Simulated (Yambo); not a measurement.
Yambo run on CsMo₂AlO₈ (space group P-3m1, No. 164). The wavefunctions are PBEsol (Quantum ESPRESSO, PseudoDojo norm-conserving, 84 Ry, no spin-orbit coupling) ones on a 3×3×1 mesh (44 occupied bands); a = b = 5.650 Å, c = 8.265 Å, α = β = 90.00°, γ = 120.00°.

Yambo input:

```
rim_cut
gw0
dyson
el_el_corr
HF_and_locXC
ppa
em1d
RandQpts= 1000000
RandGvec= 1 Ry
EXXRLvcs= 84 Ry
VXCRLvcs= 336 Ry
Chimod= "HARTREE"
% BndsRnXp
 3 | 106 |
%
NGsBlkXp= 6 Ry
% LongDrXp
 1.0 | 1.0 | 1.0 |
%
PPAPntXp= 27.2114 eV
% GbndRnge
 1 | 106 |
%
GTermKind= "BG"
DysSolver= "n"
ExtendOut
% QPkrange
 1 | 1 | 44 | 45 |
%
```

k points by index: 1 = Γ.

Table of the .qp output:

```
#    K-point    Band    Eo [eV]    E [eV]    E-Eo [eV]    Vxc [eV]    Vnlxc [eV]    Sc|Eo [eV]    Sc|E [eV]    dSc/dw|Eo [eV]    Re(Z)    Im(Z)
#
    1    44    0.000000    -0.660699    -0.660699    -19.72798    -24.72144    4.134443    4.332765    -8.165998    0.769171    -0.001663
    1    45    3.670243    5.856751    2.186509    -18.65755    -13.37538    -2.576527    -3.095657    -6.460277    0.808137    -0.001399
```
(The two width columns are left out.) Convergence of these settings isn't established.

Geometry of the Materials Project entry, not relaxed at this level.
